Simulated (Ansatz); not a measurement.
AgRh (L1₀ or tetragonal B2, P4/mmm) at seven volumes, r²SCAN (plane waves, PAW; program Ansatz), shape and atoms relaxed at each. One row is withheld.

```csv
V (Å³/atom),P (GPa)
14.026,20.55
14.489,12.33
14.951,?
15.413,0.00
15.876,-4.56
16.338,-8.29
16.801,-11.32
```

Task: Fit the shown pressures and predict the withheld one.

Result: Third-order Birch–Murnaghan: P = (3/2)B₀(x^(7/2) − x^(5/2))[1 + (3/4)(B′ − 4)(x − 1)] with x = (V₀/V)^(2/3). Least squares on the six rows gives V₀ = 15.413 Å³/atom, B₀ = 167.4 GPa, B′ = 5.60. At V = 14.951, x = 1.0205 and P = 5.55 GPa. The run itself gave 5.56 GPa.

The start of the workflow was typed in or built on a structure type; neither database checked (COD, Materials Project) lists it. Whether it is the stable phase at ambient conditions was not checked. The r²SCAN relaxation kept the symmetry of its start; its stability against distortions is not shown here. No spin polarisation was allowed. Its formation energy is positive at this level, so the cell may be metastable or incomplete.

Potentials: the earlier of the program's two PAW sets.
